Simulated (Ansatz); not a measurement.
Run on B2W: DFT, PBEsol, all-electron PAW with datasets made for the crystal, scalar-relativistic (Ansatz 0.2.0).

The cell comes from a relaxation on PAW files under the same functional, begun from a database entry that needn't be the ground state.

Command: `ansatz run input.yaml --threads 1 --pin off --max-ram 3072MiB --backend cpu --events-out ev --progress --plain --runs-dir out` It took 42 s on 1 thread of Intel(R) Xeon(R) Platinum 8488C (Sapphire Rapids) (shared host), peak memory 1.1 GiB.

```yaml
crystal:
  lattice:
    - [3.0119508823, 0.0, 0.0]
    - [-1.5059754411, 2.608425979, 0.0]
    - [0.0, 0.0, 3.3126848888]
  atoms:
    - { symbol: B, position: [0.3333333333, 0.6666666667, 0.5] }
    - { symbol: B, position: [0.6666666667, 0.3333333333, 0.5] }
    - { symbol: W, position: [0.0, 0.0, 0.0] }
kpoints:
  mp_grid: { grid: [14, 14, 12] }
scf:
  occupations: { method: fermi_dirac, width: 0.05 }
hamiltonian:
  xc: pbesol
  pseudopotentials: { kind: all_electron, datasets: crystal }
output:
  forces: true
  stress: true
  eigenvalues: true
  efg: { contact_densities: true }
```

Output:

```
hamiltonian.pseudopotentials.datasets: crystal makes datasets for this crystal and solves the spheres of its atoms anew in each pass: cutoff 380.0 eV, the density's 1520.0 eV; for an error of 0.50 meV an atom under PBE, 1.5 meV for the cell; an energy difference from a run of another recipe may be off by several times the error for the cell, under r2SCAN by more, where some 0.1 meV an atom stays at smaller errors; B in spheres of 0.868 Å, 3 of its electrons in bands; W in spheres of 1.376 Å, 6 of its electrons in bands, 22 on its site; only band paths and densities of states list, in semicore columns, the levels of the semicore shells that are solved separately: 4f of W, 5s of W, 5p of W
W: output.efg is read without spin–orbit coupling, which moves field gradients at and beside such atoms by some per cent and up to a factor of two; PAW files take it under magnetization.noncollinear and magnetization.spin_orbit
Engine: ansatz 0.2.0
Pseudopotentials: kind: all_electron
Pseudopotential: B, paw, valence charge 3, recommended cutoff 380 eV (normal), crystal/all_electron/pbesol/scalar/gaussian/B, Koelling and Harmon's equation, gaussian nucleus
Pseudopotential: W, paw, valence charge 28, recommended cutoff 380 eV (normal), crystal/all_electron/pbesol/scalar/gaussian/W, Koelling and Harmon's equation, gaussian nucleus
Functional definition: PBEsol
  exchange = pbesol_x
  correlation = pbesol_c
Crystal: 3 atoms, lattice volume = 26.026 Å³
Basis set: ecut = 380 eV, 443 PW (Γ), exchange–correlation on 40×40×48 points (8 copies of the dense FFT grid, shifted against one another)
Bands: 10, of which v1, the nominal top of the filled ones, is band 6 counted from 1 (5 counted from 0)
Symmetry: 24 space group operations
Space group: P6/mmm (ITA 191), of the structure as read, at distance tolerance 3.0e-5 Å
k-points: 168 of 2352
Non-local potential: B, projectors of the file, l = 0: 1, l = 1: 1
Non-local potential: W, projectors of the file, l = 0: 1, l = 1: 1, l = 2: 2
PAW form: soft (Blöchl's): semilocal exchange-correlation on the pseudo side does not see the compensation charge
PAW one-centre angular grid: B, 110 points (default); XC on its mesh's 1929 points in the sphere
PAW one-centre angular grid: W, 590 points (default); XC on its mesh's 1823 points in the sphere
Initial density: superposition of atomic densities (neutral atoms: chi_scale 0, normalization atom)
Initial wavefunctions: pseudopotential atomic-orbital guess
Functional: x = pbesol(κ = 0.804, μ = 0.12345679012345678), c = pbesol(β = 0.046)
iter 1 solved again at ethr=9.76e-2 eV; its pass at ethr=1.00e-1 eV (dr2=1.17e1 eV) is discarded
SCF iter   1: F=—  HF=-440423.491553 eV  |F-HF|=—  |Δ(HF+E_count)|=         —  Δρ=1.64e-1  dr2=1.34e1  ethr=9.76e-2  ⟨swp⟩=2.0  Hψ=10244  notcnv=0
preconditioner: auto → none  [metal: Δε(μ)=0.008 eV  Ē_g=10.838 eV  σ=0.050 eV  W_gap=0.04  n_scr=2 (ndim 8)  ℏωp=25.2 eV  f_vac=0.000  D(μ)=0.88/eV (n_scr^D=8)  sad-step TF]
SCF iter   2: F=—  HF=-440420.729438 eV  |F-HF|=—  |Δ(HF+E_count)|=    2.76e0  Δρ=7.08e-2  dr2=2.45e0  ethr=9.76e-2  ⟨swp⟩=2.0  Hψ=3363  notcnv=0
SCF iter   3: F=—  HF=-440420.463915 eV  |F-HF|=—  |Δ(HF+E_count)|=   2.66e-1  Δρ=3.97e-2  dr2=7.77e-1  ethr=2.04e-2  ⟨swp⟩=3.8  Hψ=5064  notcnv=1  defer=7
iter 4 solved again at ethr=2.63e-5 eV; its pass at ethr=6.48e-3 eV (dr2=3.16e-3 eV) is discarded
SCF iter   4: F=—  HF=-440420.291145 eV  |F-HF|=—  |Δ(HF+E_count)|=   1.73e-1  Δρ=4.28e-3  dr2=4.91e-3  ethr=2.63e-5  ⟨swp⟩=4.1  Hψ=10115  notcnv=0  defer=7
eigensolver tolerance schedule calibrated: the retry pair's looser diagonalisation under-reported the residual by θ = 0.36 (0.15/decade); ethr = c·dr2/N_el runs at the constant in force after the calibration composes with the one it found (an armed cap, an earlier calibration), c = 4.5e-2
SCF iter   5: F=—  HF=-440420.288670 eV  |F-HF|=—  |Δ(HF+E_count)|=   2.48e-3  Δρ=2.10e-3  dr2=1.20e-3  ethr=1.84e-5  ⟨swp⟩=3.2  Hψ=3992  notcnv=0  defer=9
SCF iter   6: F=—  HF=-440420.289468 eV  |F-HF|=—  |Δ(HF+E_count)|=   7.99e-4  Δρ=1.50e-3  dr2=7.01e-4  ethr=4.49e-6  ⟨swp⟩=3.6  Hψ=4215  notcnv=0  defer=2
SCF iter   7: F=—  HF=-440420.289250 eV  |F-HF|=—  |Δ(HF+E_count)|=   2.18e-4  Δρ=3.58e-4  dr2=5.47e-5  ethr=2.63e-6  ⟨swp⟩=3.0  Hψ=4601  notcnv=0  defer=2
SCF iter   8: F=—  HF=-440420.289237 eV  |F-HF|=—  |Δ(HF+E_count)|=   1.33e-5  Δρ=1.29e-4  dr2=8.12e-6  ethr=2.05e-7  ⟨swp⟩=2.8  Hψ=3003  notcnv=0  defer=2
SCF iter   9: F=-440420.289241 eV  HF=-440420.289241 eV  |F-HF|=1.58e-8  |Δ(HF+E_count)|=   4.42e-6  Δρ=7.19e-6  dr2=1.92e-8  ethr=3.05e-8  ⟨swp⟩=3.2  Hψ=3707  notcnv=0
SCF 1 converged in 9 iterations: F = -440420.289245 eV  dr2 = 1.92e-8
  Residual-converged pass: ⟨swp⟩=5.2  Hψ=5399  notcnv=0  max |occ|·‖R‖ = 6.4e-6 eV (tolerance 6.5e-6 eV)  dr2=1.44e-8  dr2_onsite=1.30e-8  max |Δocc| = 4.1e-8
  greatest PAW one-centre occupation: 0.385 electrons in one spin orbital (limit 2), on the W atom at site 2 (counted from 0), in its partial waves of l = 2
SCF converged after 9 iterations
Free energy (F): -440420.289245 eV
Harris-Foulkes:  -440420.289245 eV  (|F-HF|=1.58e-8)
Internal energy: -440420.278265 eV  (E = F + TS)
E sigma→0 (E₀):  -440420.283755 eV
Entropy (-TS):   -0.010981 eV (-3.660 meV/atom)
Past the cutoff: the bands carry plane waves up to 1.75 times it, of which those up to 1.5 times it add -0.000168 eV an atom, each by itself; the spheres take 0.000087 eV an atom off the energy for waves past 1.75 times it
By the cutoff:   a pressure is off by up to 0.006 GPa (1.2 times the spheres' own share and the shells' term, over an atom's volume, and 0.004 GPa: a bound that held against runs at twice the plane waves)
Past the cutoffs: a stress includes 0.0035 GPa for waves and charges beyond them, in addition to the slope of what the spheres take
In the spheres:  the bands' charges fall short by 2.6e-7 e at most (sound up to 1e-3), those of shells solved beside the bands by 3.1e-7 e (sound up to 5e-4)
Fermi energy:    24.932597 eV
--- Per-component energies (eV) ---
  E_band       = 219.454288
  E_kinetic    = 214.657176
  E_local      = -4287.452072  (includes V_loc(G=0)·N_el)
  E_nonlocal   = 0.949104
  E_hartree    = 2459.983836
  E_xc         = -176.168717
  E_vxc        = -171.424435  (∫ρ·V_xc dr)
  E_paw        = -450239.485505  (= ΣΔE_a)
  E_vpaw       = -18212.422262  (= ΣTr[D̂ρ^β])
  E_ewald      = -6147.946325
  E_smearing   = -0.010981  (= −TS)
  E_closure    = 17755.184240  (closes the sum)
  Σ components = -440420.289245   (vs F -440420.289245, Δ=0.00e0)
  The terms above E_closure are by the made datasets' own strengths, without shells solved beside the bands.
--- Forces (eV/Å), atoms counted from 1 ---
  atom   1  B      0.00000000     0.00000000     0.00000000
  atom   2  B     -0.00000000    -0.00000000     0.00000000
  atom   3  W      0.00000000     0.00000000     0.00000000
  max |Σ_I F_I| component: 1.85e-17 eV/Å
--- Stress (GPa, compression-positive) ---
       -0.029270       0.000000       0.000000
        0.000000      -0.029270       0.000000
        0.000000       0.000000      -0.015955
  P = ⅓ Tr σ = -0.0248 GPa (-0.248 kbar)
  It holds what live shells' own plane waves past their cutoff add
--- PAW observables at the nuclei: V_zz in 10²¹ V/m², potentials from the cell's mean, atoms counted from 1 ---
  atom   1  B  V_zz =    +0.318702   η = 0.0000   by run symmetry: allowed
            electrostatic potential = -338.530868 V   contact ρ = 481.056237 e/Å³
  atom   2  B  V_zz =    +0.318702   η = 0.0000   by run symmetry: allowed
            electrostatic potential = -338.530868 V   contact ρ = 481.056237 e/Å³
  atom   3  W  V_zz =    +6.540371   η = 0.0000   by run symmetry: allowed
            electrostatic potential = -14813.580288 V   contact ρ = 8806312.966010 e/Å³
--- Band table (eV; the first three rows and the last of 168) ---
  k-point 0: bands = ["8.9752", "19.1709", "19.8924", "19.8924", "20.6067", "25.3847", "25.3847", "27.4012", "27.4012", "29.0628"]
  k-point 1: bands = ["9.0915", "18.6508", "19.9734", "19.9734", "21.0414", "24.9967", "24.9967", "27.1560", "27.1560", "29.6365"]
  k-point 2: bands = ["9.4310", "17.6776", "20.2156", "20.2156", "21.7942", "24.2404", "24.2404", "26.5001", "26.5001", "29.6962"]
  k-point 167: bands = ["13.6040", "14.2902", "17.6195", "19.2252", "19.5539", "26.1848", "28.1838", "29.0616", "29.0762", "29.3717"]
  guard bands above this table: 0 of the run's 10 bands, where the rule asks 2: the bands that hold charge and the lowest empty level above them stay in the table. A level can be missing at the table's top as with no guard band: raise scf.n_extra_bands
```

Spin–orbit coupling is left out, which matters for the heavy atoms. The relaxed volume lies +8 % from the database entry's, so this cell isn't the real material's; missing dispersion or a faulty entry can cause that.
